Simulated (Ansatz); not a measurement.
## Step by step: MnZn, relaxation of cell and atoms

Theory: DFT, LDA, all-electron LAPW, scalar-relativistic (Ansatz 0.2.0).

Command: `ansatz run input.yaml --threads 1 --pin off --max-ram 3072MiB --backend cpu --events-out ev --progress --plain --runs-dir out` The run took about 79 s on 1 thread of a shared machine.

```yaml
crystal:
  lattice:
    - [3.1103993697, 0.0, 0.0]
    - [0.0, 3.1103993697, 0.0]
    - [0.0, 0.0, 3.1103993697]
  atoms:
    - { symbol: Mn, position: [0.0, 0.0, 0.0], spin: 4.0 }
    - { symbol: Zn, position: [0.5, 0.5, 0.5] }
magnetization:
  spin_polarized: true
kpoints:
  mp_grid: { grid: [11, 11, 11] }
scf:
  occupations: { method: fermi_dirac, width: 0.05 }
hamiltonian:
  xc: lda
  pseudopotentials: { kind: all_electron, lapw: { basis_error: 0.001 } }
output:
  forces: true
  stress: true
relax:
  f_tol: 0.005
  max_steps: 80
  cell: {}
```

The run is spin-polarised from parallel moments and ends with 2.65 μB in the cell; other orders may lie lower.

The cell comes from COD entry 1522571, which wasn't checked; take it as a given geometry. The listed cell was then made from it by scaling, straining or moving an atom.

Each frame lists the cell vectors (Å), then Cartesian positions (Å); symmetry keeps all forces zero. Free energies count from the first step, -80270.2449 eV.

The walk took 6 evaluations in all; steps that aren't listed are left out.

Step 1: E = 0.0 meV, P = -17.95 GPa

```
cell 3.1104 0.0000 0.0000 0.0000 3.1104 0.0000 0.0000 0.0000 3.1104
Mn    0.0000    0.0000    0.0000
Zn    1.5552    1.5552    1.5552
```

Step 2: E = -393.0 meV, P = -9.19 GPa

```
cell 2.9588 0.0000 0.0000 0.0000 2.9588 0.0000 0.0000 0.0000 2.9588
Mn    0.0000    0.0000    0.0000
Zn    1.4794    1.4794    1.4794
```

Step 3: E = -385.0 meV, P = 12.69 GPa, step rejected

```
cell 2.8278 0.0000 0.0000 0.0000 2.8278 0.0000 0.0000 0.0000 2.8278
Mn    0.0000    0.0000    0.0000
Zn    1.4139    1.4139    1.4139
```

Question: How does the relaxation end?

Answer: It converges, with a = 2.893 Å, b = 2.893 Å, c = 2.893 Å, α = 90.00°, β = 90.00°, γ = 90.00° (conventional cell, space group Pm-3m). The last solve (on a basis chosen afresh for the final cell, so its energy is not quite comparable) gives E = -445.1 meV, P = 0.00 GPa:
```
cell 2.8927 0.0000 0.0000 0.0000 2.8927 0.0000 0.0000 0.0000 2.8927
Mn    0.0000    0.0000    0.0000
Zn    1.4463    1.4463    1.4463
```
